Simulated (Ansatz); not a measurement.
LiNbO$_{3}$:
```cif
data_Li2Nb2O6
_chemical_formula_sum 'Li2 Nb2 O6'
_space_group_name_H-M_alt 'P 1'
_space_group_IT_number 1
_cell_length_a 5.61247
_cell_length_b 5.61247
_cell_length_c 5.61247
_cell_angle_alpha 55.295
_cell_angle_beta 55.295
_cell_angle_gamma 55.295
loop_
_space_group_symop_operation_xyz
  'x, y, z'
loop_
_atom_site_label
_atom_site_type_symbol
_atom_site_fract_x
_atom_site_fract_y
_atom_site_fract_z
_atom_site_occupancy
Li1 Li 0.35672 0.35672 0.35672 1
Li2 Li 0.64328 0.64328 0.64328 1
Nb1 Nb 0.14372 0.14372 0.14372 1
Nb2 Nb 0.85628 0.85628 0.85628 1
O1 O 0.21555 0.56175 0.95604 1
O2 O 0.78445 0.43825 0.04396 1
O3 O 0.56175 0.95604 0.21555 1
O4 O 0.43825 0.04396 0.78445 1
O5 O 0.95604 0.21555 0.56175 1
O6 O 0.04396 0.78445 0.43825 1
```

Relaxed with r²SCAN.

Problem. Give the optical modes at the zone centre with their infrared activity from DFPT, r²SCAN in the plane-wave PAW code Ansatz.

Solution. Transverse frequencies, without the LO–TO term; a row sums one degenerate level.

| ω (cm⁻¹) | degeneracy | IR ((D/Å)²/amu) | activity | symmetry |
|---|---|---|---|---|
| 174 | 1 | 0.00 | IR-inactive | Ag |
| 205 | 2 | 23.32 | IR | Eu |
| 208 | 2 | 0.00 | IR-inactive | Eg |
| 243 | 1 | 0.00 | IR-inactive | Ag |
| 245 | 2 | 85.14 | IR | Eu |
| 258 | 1 | 14.87 | IR | Au |
| 271 | 2 | 0.00 | IR-inactive | Eg |
| 288 | 2 | 0.00 | IR-inactive | Eg |
| 297 | 1 | 12.56 | IR | Au |
| 335 | 1 | 0.00 | IR-inactive | Ag |
| 397 | 2 | 13.79 | IR | Eu |
| 464 | 1 | 0.00 | IR-inactive | Ag |
| 471 | 2 | 0.00 | IR-inactive | Eg |
| 506 | 1 | 10.58 | IR | Au |
| 593 | 2 | 93.28 | IR | Eu |
| 681 | 2 | 0.00 | IR-inactive | Eg |
| 730 | 1 | 0.00 | IR-inactive | Ag |
| 789 | 1 | 2.62 | IR | Au |

Problem. How high does the top mode go among those that the LO–TO term moves?

Solution. 824 cm⁻¹ for q along x, 824 cm⁻¹ for q along y, 807 cm⁻¹ for q along z.

Space group R-3. The first step of the workflow began from a Materials Project structure, measured or hypothetical; the Crystallography Open Database files this formula in space group No. 148, but the cells were not matched. It is not the phase usual at ambient conditions (space group No. 161). The r²SCAN relaxation kept the symmetry of its start; its stability against distortions is not shown here. The run is not spin-polarised.

Potentials: the earlier of the program's two PAW sets. The files were generated under PBE; for other functionals the program regenerates the frozen cores, and for LDA and PBEsol the local potential too.
